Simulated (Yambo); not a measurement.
G0W0@LDA for TlBiS$_{2}$ (space group R-3m, No. 166) in Yambo. Reference settings: 4×4×4 Γ-centred k mesh, 117 bands and a 6 Ry block in the screening, 117 bands in G with the Bruneval-Gonze terminator, plasmon pole fitted at 27.2 eV. The LDA gap Γ → Γ on this mesh is 0.34 eV; G0W0 gaps are taken between the same points.

The settings were changed. The gap went from 0.66 eV to 0.45 eV, and the shift of the valence edge from -0.33 eV to -0.11 eV.

**Question.** Which change was made?
A) 34 bands in W, 34 bands in G, 2 Ry block
B) 3 Ry block
C) 34 bands in W, 34 bands in G, 3 Ry block
D) 2×2×2 mesh

**Answer.** B, 3 Ry block. The others gave (gap, valence shift): 2×2×2 mesh: 0.61, -0.26 eV; 34 bands in W, 34 bands in G, 2 Ry block: 0.42, 0.42 eV; 34 bands in W, 34 bands in G, 3 Ry block: 0.47, 0.39 eV.

The standard potentials for Bi, Tl keep a d shell in the valence without the s and p states of that shell. In tests on such compounds this moved G0W0 gaps by up to about 0.9 eV, so absolute quasiparticle energies here are unreliable; differences between settings are what counts.

Spin-orbit coupling is not included.

Geometry of the Materials Project entry, not relaxed at this level; primitive cell a = b = c = 7.7804 Å, α = β = γ = 30.73°.

A shift is the quasiparticle energy of the state minus its LDA energy.
